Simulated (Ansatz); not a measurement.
Al₂W in space group Fddd (No. 70; Al on 16f, W on 8b) at seven volumes, DFT-PBEsol in the program Ansatz with PAW potentials, shape and atoms relaxed at each. One row is withheld.

```
V (Å³/atom)  P (GPa)
-----------  -------
13.724         19.14
14.177         11.76
14.629          5.43
15.082          0.00
15.534         -4.65
15.986         -8.64
16.439             ?
```

Fit the shown pressures and predict the withheld one.

Third-order Birch–Murnaghan: P = (3/2)B₀(x^(7/2) − x^(5/2))[1 + (3/4)(B′ − 4)(x − 1)] with x = (V₀/V)^(2/3). Least squares on the six rows gives V₀ = 15.082 Å³/atom, B₀ = 167.3 GPa, B′ = 4.08. At V = 16.439, x = 0.9442 and P = -12.09 GPa. The run itself gave -12.04 GPa.

The start of the workflow was typed in or built on a structure type; neither database checked (COD, Materials Project) lists it. Its standing as an ambient phase is unchecked. The cell was relaxed with PBEsol under the symmetry of its start; its stability against distortions is not shown here. No spin polarisation was allowed. Scalar-relativistic: spin–orbit coupling is off unless named, which matters more the heavier the elements.

Potentials: the earlier of the program's two PAW sets. The files were generated under PBE; for other functionals the program regenerates the frozen cores, and for LDA and PBEsol the local potential too.
